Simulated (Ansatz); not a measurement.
# A plane-wave run on ZnNiPb

input.yaml (Ansatz 0.2.0)

```yaml
crystal:
  lattice:
    - [7.088299, 0.0, 0.0]
    - [0.0, 4.457829, 0.0]
    - [0.0, 0.0, 7.601163]
  atoms:
    - { symbol: Zn, position: [0.00194, 0.25, 0.68763] }
    - { symbol: Zn, position: [0.49806, 0.75, 0.18763] }
    - { symbol: Zn, position: [0.50194, 0.25, 0.81237] }
    - { symbol: Zn, position: [0.99806, 0.75, 0.31237] }
    - { symbol: Ni, position: [0.34605, 0.25, 0.44589] }
    - { symbol: Ni, position: [0.15395, 0.75, 0.94589] }
    - { symbol: Ni, position: [0.84605, 0.25, 0.05411] }
    - { symbol: Ni, position: [0.65395, 0.75, 0.55411] }
    - { symbol: Pb, position: [0.21043, 0.25, 0.11862] }
    - { symbol: Pb, position: [0.28957, 0.75, 0.61862] }
    - { symbol: Pb, position: [0.71043, 0.25, 0.38138] }
    - { symbol: Pb, position: [0.78957, 0.75, 0.88138] }
  symmetry: { tolerance: 0.0003 }
kpoints:
  mp_grid: { grid: [5, 8, 5], shift: [0, 0, 0] }
  band_path:
    path:
      - [0.0, 0.0, 0.0]
      - [0.5, 0.0, 0.0]
      - [0.5, 0.5, 0.0]
      - [0.0, 0.5, 0.0]
      - [0.0, 0.0, 0.0]
      - [0.0, 0.0, 0.5]
      - [0.5, 0.0, 0.5]
      - [0.5, 0.5, 0.5]
      - [0.0, 0.5, 0.5]
      - [0.0, 0.0, 0.5]
      - [0.5, 0.0, 0.0]
    npoints: 6
magnetization:
  spin_polarized: false
scf:
  occupations: { method: fermi_dirac }
  lower_state_search: "off"
  max_iter: 200
hamiltonian:
  pseudopotentials: { kind: paw }
  xc: r2scan
basis:
  ecutwfc: 500
  fft_grid_basis: typed
output:
  forces: true
  stress: true
  eigenvalues: true
  bader: true
  populations: true
  elf: true
  write_potential: true
  volumetric_format: npy
  dos:
    e_range: [-12, 8]
    de: 0.05
    projected: { site_lists: { Ni: [Ni], Pb: [Pb], Zn: [Zn] } }
checkpoint:
  read: saved_state
```

The saved state is an earlier solution for the same cell, perhaps on another mesh. 

Excerpt of what it printed:

```
Free energy (F): -84362.8914 eV
Harris-Foulkes:  -84362.8914 eV  (|F-HF|=8.16e-9)
Internal energy: -84362.7055 eV  (E = F + TS)
E sigma→0 (E₀):  -84362.7985 eV
Entropy (-TS):   -0.1858 eV (-15.485 meV/atom)
Fermi energy:    11.0329 eV
--- Per-component energies (eV) ---
  E_band       = -1647.9455
  E_kinetic    = 2816.0360
  E_local      = -29169.4576  (includes V_loc(G=0)·N_el)
  E_nonlocal   = 6476.4683
  E_hartree    = 12368.3637
  E_xc         = -1624.7470
  E_vxc        = -1237.0001  (∫ρ·V_xc dr)
  E_paw        = -55767.4938  (= ΣΔE_a)
  E_vpaw       = -5358.6451  (= ΣTr[D̂ρ^β])
  E_aug_tail   = 0.0008  (compensation charges beyond the density's cutoff)
  E_vtau       = 87.9043  (kinetic-family band-sum trace: ∫τ·v_τ [+ j·A + Jᵃ·Aᵃ] dr)
  E_ewald      = -19463.8072
  E_core_change = 1.9313  (= ΣΔE_core)
  E_smearing   = -0.1858  (= −TS)
--- Forces (eV/Å), atoms counted from 1 ---
  atom   1  Zn     0.2093     0.0000     0.1294
  atom   2  Zn    -0.2093     0.0000     0.1294
  atom   3  Zn     0.2093     0.0000    -0.1294
  atom   4  Zn    -0.2093     0.0000    -0.1294
  atom   5  Ni     0.0544     0.0000     0.2583
  atom   6  Ni    -0.0544     0.0000     0.2583
  atom   7  Ni     0.0544     0.0000    -0.2583
  atom   8  Ni    -0.0544     0.0000    -0.2583
  atom   9  Pb     0.3956     0.0000     0.1791
  atom  10  Pb    -0.3956     0.0000     0.1791
  atom  11  Pb     0.3956     0.0000    -0.1791
  atom  12  Pb    -0.3956     0.0000    -0.1791
--- Stress (GPa, compression-positive) ---
       -5.0850       0.0000       0.0000
        0.0000      -3.6835       0.0000
        0.0000       0.0000      -7.2024
  P = ⅓ Tr σ = -5.3236 GPa (-53.236 kbar)
--- Löwdin populations: 12 sites ---
  site symbol       q [e]
     0     Zn     11.0138
     1     Zn     11.0138
     2     Zn     11.0138
     3     Zn     11.0138
     4     Ni     17.6642
     5     Ni     17.6642
     6     Ni     17.6642
     7     Ni     17.6642
     8     Pb     14.9349
     9     Pb     14.9349
    10     Pb     14.9349
    11     Pb     14.9349
  spilling = 0.0088 (of n_electrons = 176.0000)
--- Bader charges: 12 sites ---
  site symbol  charge [e]  shift [e]
     0     Zn      0.2352     0.0000
     1     Zn      0.2352     0.0000
     2     Zn      0.2352     0.0000
     3     Zn      0.2352     0.0000
     4     Ni     -0.1759     0.0024
     5     Ni     -0.1759     0.0024
     6     Ni     -0.1759     0.0024
     7     Ni     -0.1759     0.0024
     8     Pb     -0.0593     0.0024
     9     Pb     -0.0593     0.0024
    10     Pb     -0.0593     0.0024
    11     Pb     -0.0593     0.0024
```

Origin: a known structure type with other elements, at an estimated volume, so it need not be a known compound. Caveats: no spin polarisation, so a magnetic state may lie lower.
